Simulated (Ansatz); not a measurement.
# IrO₃, first-principles data

IrO3:
```xyz
4
Lattice="3.7410 0.0000 0.0000 0.0000 3.7410 0.0000 0.0000 0.0000 3.7410" Properties=species:S:1:pos:R:3 pbc="T T T"
Ir     1.8705     1.8705     1.8705
O      1.8705     1.8705     0.0000
O      0.0000     1.8705     1.8705
O      1.8705     0.0000     1.8705
```

Space group Pm-3m (No. 221), ReO3 type; conventional cell a = 3.741 Å, b = 3.741 Å, c = 3.741 Å, α = 90.00°, β = 90.00°, γ = 90.00°.

Method: plane-wave PAW PBEsol (Ansatz code). Structure relaxed to zero pressure with the same functional. Other levels are named where they apply.

**Cell and energy**

| Quantity | Result |
|---|---|
| Volume per atom | 13.09 Å³ |
| Density | 7.62 g/cm³ |
| Formation energy from the elements (no fitted shifts) | -0.39 eV/atom |

**Electronic structure**

| Item | Value |
|---|---|
| Electronic character | metallic (no gap) |
| Density of states at the Fermi level | 0.69 states/eV per atom (mean over ±0.08 eV) |
| Gap with spin–orbit coupling | none (metallic) |

**Mechanics**

| Property | Result |
|---|---|
| Bulk modulus (Birch–Murnaghan fit) | 2180 kbar |
| Pressure derivative B′ | 5.2 |
| Elastic constants (relaxed ions, GPa) | C11 = 508, C12 = 65.8, C44 = 62.4 |
| Mechanical stability | stable (all eigenvalues of C positive) |
| Hill bulk and shear moduli | 213 and 107 GPa |
| Young's modulus | 274 GPa |
| Poisson's ratio | 0.29 |
| Debye temperature from the elastic constants | 527 K |

**Phonons**

| Item | Value |
|---|---|
| Highest zone-centre frequency | 745 cm⁻¹ |
| Zone-centre stability | no imaginary mode at Γ |

The workflow started from a Materials Project entry (that database holds measured and hypothetical structures alike); the Crystallography Open Database copy checked does not list it. Whether it is the stable phase at ambient conditions was not checked. Symmetry was held in the PBEsol relaxation. The run is not spin-polarised. With an odd number of electrons in the cell and no spin polarisation, the count alone makes it a metal. As this level gives no gap, shear constants depend on the k-mesh and smearing (Fermi–Dirac, 0.1 eV here). As this level gives no gap, phonon frequencies hold no LO–TO term and depend on the k-mesh and smearing (Fermi–Dirac, 0.1 eV here). The references are the lowest solids computed at this level, not always the standard phases (solids in place of the gases). Scalar-relativistic: spin–orbit coupling is off unless named, which matters more the heavier the elements.

Potentials: the later of the program's two PAW sets.
